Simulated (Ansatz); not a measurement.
**Phase order of Ir along its cold isotherm**

All-electron LAPW in Ansatz 0.2.0 under PBEsol, scalar-relativistic, energies extrapolated to zero smearing. Each structure type was compressed from its own relaxed volume, symmetry kept and shape relaxed on PAW files, and E(V) was fitted to energies and pressures; H = E + pV has no temperature or zero-point term. Only these types were tried: fcc (Fm-3m, 19×19×19 mesh, 14.06 Å³/atom at rest); hcp (P6_3/mmc, 16×16×9 mesh, 14.12 Å³/atom at rest); sc (Pm-3m, 17×17×17 mesh, 16.40 Å³/atom at rest); diamond (Fd-3m, 13×13×13 mesh, 20.87 Å³/atom at rest). Spin polarisation is left out. Spin–orbit coupling is left out; Fermi–Dirac smearing is 0.05 to 0.1 eV. Enthalpies carry a few meV/atom of noise from meshes and fits.

(1) Which type is lowest at zero pressure, and what follows up to 1500 GPa?

Answers

(1) Among the types tried, fcc is lowest at zero pressure and stays so up to 1500 GPa. Enthalpies against fcc:

```tsv
p (GPa)	fcc (meV/atom)	hcp (meV/atom)	sc (meV/atom)	diamond (meV/atom)
0	0	75	1095	1206
45	0	89	1649	2842
120	0	107	2336	4947
220	0	127	3046	7210
450	0	161	4276	11321
750	0	192	5481	15546
1100	0	215	6597	19612
1400	0	226	7409	22642
```
